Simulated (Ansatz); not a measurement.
## Hf (P6_3/mmc): from strained cells to moduli

```
CELL_PARAMETERS angstrom
3.19900 0.00000 0.00000
-1.59950 2.77041 0.00000
0.00000 0.00000 5.04507
ATOMIC_POSITIONS crystal
Hf 0.33333 0.66667 0.25000
Hf 0.66667 0.33333 0.75000
```

Conventional cell: a = 3.199 Å, b = 3.199 Å, c = 5.045 Å, α = 90.00°, β = 90.00°, γ = 120.00°. Hf (atom 1) is surrounded by 12 Hf at 3.13 to 3.20 Å.

Level of theory, where no other is named: r²SCAN, PAW on Ansatz 0.2.0's default frozen-core files (fitted under PBE), scalar-relativistic. k mesh 18×18×10, strains of ±0.005, Fermi-Dirac smearing of 0.050 eV, cutoff 500 eV. The cell was relaxed by PAW under this functional.

The cell is hexagonal and carries a residual pressure of -0.01 GPa at this level. Each strain component that symmetry leaves independent is applied at ±0.005, the ions relax wherever a strain frees them, and the stress (tension positive, GPa) is read. Shears are engineering strains, γ = 2ε.

| strain | size | σxx | σyy | σzz | σyz | σxz | σxy |
| --- | --- | --- | --- | --- | --- | --- | --- |
| xx | -0.005 | -0.9669 | -0.3405 | -0.3245 | 0.0000 | 0.0000 | 0.0000 |
| xx | +0.005 | 0.9672 | 0.3669 | 0.3335 | 0.0000 | 0.0000 | 0.0000 |
| zz | -0.005 | -0.3185 | -0.3185 | -1.0174 | 0.0000 | 0.0000 | 0.0000 |
| zz | +0.005 | 0.3389 | 0.3389 | 1.0067 | 0.0000 | 0.0000 | 0.0000 |
| yz | -0.005 | 0.0154 | 0.0146 | 0.0045 | -0.3038 | 0.0000 | 0.0000 |
| yz | +0.005 | 0.0154 | 0.0146 | 0.0045 | 0.3038 | 0.0000 | 0.0000 |

A central difference gives one constant, for example C11 ≈ (0.9672 − (-0.9669))/(0.01) = 193.4 GPa; the program then imposes the crystal's symmetry on the whole matrix.

(1) What are the independent elastic constants?

(2) Is the crystal stable against homogeneous strain?

(3) What moduli does a random aggregate of grains have?

(4) With the density of 13.258 g/cm³, how fast does sound travel, and what Debye temperature follows?

## Answers

(1) C11 = 193.4, C12 = 70.7, C13 = 65.8, C33 = 202.4, C44 = 60.8 GPa.

(2) The least eigenvalue of the 6×6 matrix is 60.8 GPa, so yes.

(3) Voigt and Reuss bounds: B from 110.4 to 110.4 and G from 62.3 to 62.4 GPa; their means are B = 110.4 and G = 62.3 GPa. Then E = 9BG/(3B + G) = 157.3 GPa, ν = (3B − 2G)/(6B + 2G) = 0.262 and B/G = 1.77, on the ductile side of Pugh's 1.75 (a rule of thumb).

(4) 

```tsv
direction	slow (m/s)	middle (m/s)	fast (m/s)
x	2141	2151	3820
y	2141	2151	3820
z	2141	2141	3907
```

The mean of v⁻³ over directions and branches gives v_m = 2410 m/s and θ_D = (ħ/k_B) v_m (6π²n)^(1/3) = 255 K, n being atoms per volume. Young's modulus spans 154 to 170 GPa over directions, and the universal anisotropy index is 0.01.

Known limits: frozen-core PAW files fitted under PBE, their cores solved anew for the functional of the run; responses of metals move with mesh and smearing; no spin-orbit coupling on heavy atoms; elastic stability says nothing of phonons or of other phases.
